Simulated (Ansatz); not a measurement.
In₂O₃:
```cif
data_In2O3
_chemical_formula_sum 'In2 O3'
_space_group_name_H-M_alt 'P 1'
_space_group_IT_number 1
_cell_length_a 3.41782
_cell_length_b 3.41782
_cell_length_c 6.05424
_cell_angle_alpha 90.000
_cell_angle_beta 90.000
_cell_angle_gamma 120.000
loop_
_space_group_symop_operation_xyz
  'x, y, z'
loop_
_atom_site_label
_atom_site_type_symbol
_atom_site_fract_x
_atom_site_fract_y
_atom_site_fract_z
_atom_site_occupancy
In1 In 0.66667 0.33333 0.76230 1
In2 In 0.33333 0.66667 0.23770 1
O1 O 0.66667 0.33333 0.34633 1
O2 O 0.33333 0.66667 0.65367 1
O3 O 0.00000 0.00000 0.00000 1
```

Relaxed with r²SCAN+D4. 

Problem. HSE06 on this cell (Ansatz, an electronic-structure program, PAW) gives a gap of 2.21 eV. What does r²SCAN+D4 give?

Solution. 1.34 eV.

Cost on shared cores: the r²SCAN+D4 run (SCF on a 9×9×5 mesh, then bands and DOS) very roughly 40 core-seconds, the HSE06 run (SCF on 6×6×3, then a few points) roughly 90 core-seconds; the tasks are unlike.

Space group P-3m1 (La2O3 or Ni2Al3 type). The start of the workflow was typed in or built on a structure type; neither database checked (COD, Materials Project) lists it. It is not the phase usual at ambient conditions (space group No. 206). The cell was relaxed with r²SCAN+D4 under the symmetry of its start. At this level the phase is mechanically unstable. The volume moved by -25 % from the start of the relaxation. Scalar-relativistic: spin–orbit coupling is off unless named, which matters more the heavier the elements.

Potentials: the earlier of the program's two PAW sets.

Ansatz is a plane-wave DFT program.
